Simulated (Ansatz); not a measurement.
## Is this Zr₅TiC₆ structure stable?

The structure comes from a generated guess, relaxed at this level; another structure or a mixture of phases may lie lower.

Method: DFT PBE, scalar-relativistic, plane waves, PAW in Ansatz 0.2.0. Cutoff 420 eV, Γ-centred 12×12×4 mesh (12-atom cell), Gaussian smearing of 0.10 eV, no spin polarisation.

```cif
data_structure
_symmetry_space_group_name_H-M 'P4/mmm'
_symmetry_Int_Tables_number 123
_cell_length_a 3.2978
_cell_length_b 3.2978
_cell_length_c 13.9364
_cell_angle_alpha 90.000
_cell_angle_beta 90.000
_cell_angle_gamma 90.000
_cell_volume 151.57
loop_
_atom_site_label
_atom_site_type_symbol
_atom_site_symmetry_multiplicity
_atom_site_Wyckoff_symbol
_atom_site_fract_x
_atom_site_fract_y
_atom_site_fract_z
_atom_site_occupancy
Zr1 Zr 2 g 0.00000 0.00000 0.16969 1
Zr2 Zr 2 h 0.50000 0.50000 0.33940 1
Zr3 Zr 1 c 0.50000 0.50000 0.00000 1
Ti1 Ti 1 b 0.00000 0.00000 0.50000 1
C1 C 1 a 0.00000 0.00000 0.00000 1
C2 C 2 h 0.50000 0.50000 0.16918 1
C3 C 2 g 0.00000 0.00000 0.34130 1
C4 C 1 d 0.50000 0.50000 0.50000 1
```

Formation energies are uncorrected and refer to the elements' standard structures at the same level.

Task: These tests were run: energy against the elements; random kick, then relaxation without symmetry; phonons on a 2×2×1 q mesh; elastic tensor. What do they show?

Result:

| test | result |
| --- | --- |
| energy against the elements | −0.81 eV/atom |
| random kick, then relaxation without symmetry | returns |
| phonons on a 2×2×1 q mesh | no imaginary mode on the mesh |
| elastic tensor | least eigenvalue 152 GPa |

It fails none of these tests. Whether a mixture of other phases lies lower isn't tested here.

The reference form of C is held partly by dispersion forces, which this level lacks. The kick test ran on a coarse mesh. The run for the phonons used a 12×12×4 k mesh and Fermi–Dirac smearing of 0.15 eV. The run for the elastic tensor used a 12×12×4 k mesh and Fermi–Dirac smearing of 0.15 eV.
